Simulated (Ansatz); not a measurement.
# One slab under several functionals: hcp Mg (0001), 1 layer

All-electron LAPW in Ansatz 0.2.0, scalar-relativistic, no spin–orbit coupling; no spin polarisation. Each functional has its own bulk lattice constant and relaxed 1×1 slab, with 16 to 20 Å of vacuum and a dipole correction.

```json
{"functional": "LDA", "area (Å²)": "8.52", "γ (J/m²)": "0.64", "Φ (eV)": "?"}
{"functional": "PBE", "area (Å²)": "8.87", "γ (J/m²)": "?", "Φ (eV)": "3.45"}
```

Task: Fill in "γ (J/m²)" for the row "PBE".

Result: 0.58.

Task: Give the missing entry: row "LDA", column "Φ (eV)".

Result: 3.66.
